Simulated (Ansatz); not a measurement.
## TlNi2S2: do energies and stresses tell the same story?

These are results of DFT PBEsol, scalar-relativistic, plane waves, PAW in Ansatz, not measurements.

Cutoff 420 eV; k points 14×14×14 on the computed 5-atom cell (Γ-centred); Gaussian smearing, width 0.10 eV; no spin polarisation.

Relaxed cell: I4/mmm, a = 3.711 Å, b = 3.711 Å, c = 12.583 Å, α = 90.00°, β = 90.00°, γ = 90.00°, 5 atoms in the primitive cell. Whether it is the stable form of this composition wasn't checked.

Energies at zero smearing and pressures from the stress tensor, at volumes with shape and atoms relaxed:
```
V (Å³/atom) E − E(first) (meV/atom) P (GPa)
     16.291                     0.00     4.13
     16.811                    -9.53     1.89
     17.331                   -12.42     0.02
     17.851                    -9.86    -1.46
     18.371                    -2.89    -2.69
```

**Question.** Check P = −dE/dV between neighbouring volumes, and get the bulk modulus from the pressures alone.

**Answer.** With 1 eV/Å³ = 160.2 GPa:
| middle V (Å³/atom) | −ΔE/ΔV (GPa) | mean P (GPa) |
| --- | --- | --- |
| 16.551 | 2.936 | 3.006 |
| 17.071 | 0.891 | 0.954 |
| 17.591 | -0.789 | -0.721 |
| 18.111 | -2.147 | -2.076 |

The two differ by 0.07 GPa at most. The mean of two end pressures misses the average over a step by about ΔV² P″/12, up to 0.03 GPa here; with that taken off 0.06 GPa remains, from the smearing term (the stress is the derivative of the free energy), the finite cutoff, the mesh or the relaxation's tolerance. Around V = 17.331 Å³/atom, the two neighbours give B = −V ΔP/ΔV = 17.331 × 3.35 / 1.040 = 55.8 GPa, against B0 = 55.6 GPa from the Birch–Murnaghan fit of the energies.

Spin-orbit coupling is left out, which matters for the bands of heavy elements. Spin polarisation was left out, and a magnetic state may lie lower.

A ferromagnetic start lost its moments in a first run, so spin was left out; other magnetic orders weren't tried.

Cost: 6 runs of about 9.8 core-minutes in all, on Intel Xeon 6975P-C (Granite Rapids) (shared hosts).